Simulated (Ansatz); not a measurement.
# SnSe (P4/nmm), an elastic constant from a strain scan

Method: DFT r2SCAN, scalar-relativistic, plane waves, PAW in Ansatz. Cutoff 520 eV, Γ-centred 6×6×4 k-points, Gaussian smearing of 0.05 eV. No spin polarisation. Energies are free energies at this smearing, counted from the undisturbed cell; pressure is positive in compression.

The starting cell (as given, not relaxed at this level; it stands at 0.0 GPa; this form isn't the usual structure):

```xyz
4
Lattice="4.2853 0.0000 0.0000 0.0000 4.2853 0.0000 0.0000 0.0000 10.9907" Properties=species:S:1:pos:R:3 pbc="T T T"
Sn    2.1427    0.0000    4.0911
Sn    0.0000    2.1427    6.8996
Se    2.1427    0.0000    6.7707
Se    0.0000    2.1427    4.2200
```

The cell holds layers and no dispersion correction was added, so their binding is poorly described.

The cell is strained by ε times the Voigt pattern (1, 1, 0, 0, 0, 0) (xx, yy, zz, yz, xz, xy; engineering shear) with fractional coordinates fixed. The cell holds 4 atoms in V0 = 201.83 Å³. The stress column is τ = (1/V0) dE/dε, got from the stress tensor σ (compression positive) at each point as −det(1 + εP) σ : P(1 + εP)⁻¹, with P the pattern as a tensor.

| ε | ΔE (meV/atom) | τ (GPa) |
| --- | --- | --- |
| -0.0200 | 10.312 | -3.358 |
| -0.0150 | 5.737 | -2.460 |
| -0.0100 | 2.540 | -1.607 |
| -0.0050 | 0.650 | -0.799 |
| 0.0000 | 0.000 | -0.033 |
| 0.0050 | 0.523 | 0.692 |
| 0.0100 | 2.158 | 1.378 |
| 0.0150 | 4.842 | 2.026 |
| 0.0175 | 6.561 | 2.337 |
| 0.0200 | ? | ? |

Q: Which combination of elastic constants does this scan measure, and how large is it?

A: For small ε, τ = τ0 + Kε with K = pᵀCp, which for this pattern is C11 + C22 + 2 C12 in the Cartesian frame shown. The parabola through τ at ε = -0.0050, 0 and 0.0050 has slope K = 149 GPa at zero. The energies per cell, E = NΔE, of the same two points give K = 2[E(ε₊)/ε₊ − E(ε₋)/ε₋]/[(ε₊ − ε₋)V0] = 149 GPa, in agreement. These are clamped-ion values.

Q: Predict the withheld row at ε = 0.0200 from the harmonic law, and compare.

A: ΔE = V0(τ0 ε + Kε²/2)/N = 9.183 meV/atom and τ = 2.95 GPa. The calculation gives 8.520 meV/atom and 2.64 GPa: the energy lies 7 % below the harmonic value, as bonds soften when stretched.

Forces appear on the atoms along this scan, and letting them relax would lower the energy and soften the response.

Cost: 10 runs of about 3.2 core-minutes in all, on Intel Xeon 6975P-C (Granite Rapids) (shared hosts).